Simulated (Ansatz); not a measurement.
A geometry of BaTiO3 away from equilibrium: the start of the relaxation of a relaxed BaTiO3 cell, doubled along one cell vector, shaken by Gaussian noise of σ = 0.08 Å a coordinate. All values below come from r2SCAN (plane waves to 500 eV, PAW, scalar-relativistic; Ansatz, an electronic-structure program). Γ-centred k-mesh 8×8×4 on the run's cell, Fermi–Dirac smearing 0.05 eV.

```xyz
10
Lattice="2.8400 1.6397 2.3314 -2.8400 1.6397 2.3314 0.0000 -6.5588 4.6628" Properties=species:S:1:pos:R:3:forces:R:3 pbc="T T T" free_energy=-20366.692 pressure_GPa=3.0
Ba    -0.0050     0.0369     3.2791   -0.0022   -0.0716    0.3769
Ba     0.0402    -3.4473     5.5277   -0.0314    1.9115    0.7479
Ti    -0.0569    -0.0214     6.6832    0.0814    0.5055    0.0126
Ti     0.0840    -3.1059     9.1023   -0.3215   -2.0148   -0.3069
O     -1.5183    -0.8449     5.7173    0.6233    0.6350    0.4294
O     -1.1729    -4.0029     8.0295   -2.0413   -0.4704    0.0338
O     -0.0948     1.6575     5.7474    0.2166   -0.4439    0.3346
O     -0.0211    -1.7144     7.9665   -0.1174    1.1872    0.5835
O      1.3432    -0.7978     5.9020    0.2234   -0.3040   -1.5092
O      1.4106    -3.9411     8.1579    1.3691   -0.9346   -0.7025
```

Positions in Å, forces in eV/Å, free energy of the cell in eV (comparable only within this code, potentials and settings). Largest force: 2.10 eV/Å, on O6 (atoms numbered as listed); the geometry lies 0.10 eV/atom above the end of its relaxation.

No spin polarisation in the result.

The first start was generated by placing the elements on the sites of a structure type. A measured structure of BaTiO3 has the same space group, R3m (No. 160); the sites were not compared with it. Another known form has space group No. 99.
